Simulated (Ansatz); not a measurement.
## Magnetic orders of TiCl2

Level of theory: Ansatz 0.2.0, DFT PBEsol, scalar-relativistic, plane waves, PAW.

```xyz
3
Lattice="0.0000 3.0585 3.0585 3.0585 0.0000 3.0585 3.0585 3.0585 0.0000" Properties=species:S:1:pos:R:3 pbc="T T T"
Ti    0.0000    0.0000    0.0000
Cl    1.5293    1.5293    1.5293
Cl    4.5878    4.5878    4.5878
```

The plane-wave cutoff is 420 eV and the Γ-centred k-mesh is 8×8×8. The occupation rule is Gaussian smearing, 0.02 eV, the list of starting moments (μB, in atom order) is 1 0 0 and the check for lower electronic states after the SCF is on.

All runs keep this geometry, which stands near equilibrium for the lowest state (largest force there 0.000 eV/Å, pressure 0.0 GPa; forces reach 0.05 eV/Å in another state) and needn't be a stable compound; relaxing each order can shift differences of a few meV. A propagation vector, in units of the reciprocal vectors, doubles the cell, which takes an equally dense mesh. The large starts are 2.5 0 0 μB. The small starts are 0.5 0 0 μB. Site moments are spin moments in atom-centred spheres that scale with the neighbour distance. The states are those that the runs reached from these starts; a lower one can exist.

Problem. Starts tried: no spin; ferromagnetic; large parallel starting moments; antiferromagnetic, doubled cell, propagation vector (0, 0, 1/2); antiferromagnetic, doubled cell, propagation vector (0, 1/2, 1/2); small parallel starting moments. Which state comes out lowest, and what are the moments?

Solution. The lowest state is ferromagnetic, reached from the start “ferromagnetic” and the start “large parallel starting moments” and the start “small parallel starting moments”, with site moments (μB) Ti +1.55.

| start | ends | energy above lowest (meV/atom) | site moments (μB) | gap on mesh (eV) | P (GPa) |
| --- | --- | --- | --- | --- | --- |
| no spin | non-magnetic | 229 | none over 0.05 | metal | -3.1 |
| ferromagnetic | ferromagnetic | 0.00 | Ti +1.55 | 0.85 | 0.0 |
| large parallel starting moments | ferromagnetic | 0.00 | Ti +1.55 | 0.85 | 0.0 |
| antiferromagnetic, doubled cell, propagation vector (0, 0, 1/2) | antiferromagnetic | 10.0 | Ti +1.49, Ti -1.49 | 0.96 | 0.1 |
| antiferromagnetic, doubled cell, propagation vector (0, 1/2, 1/2) | antiferromagnetic | 14.3 | Ti +1.48, Ti -1.48 | 0.71 | 0.2 |
| small parallel starting moments | ferromagnetic | 0.00 | Ti +1.55 | 0.85 | 0.0 |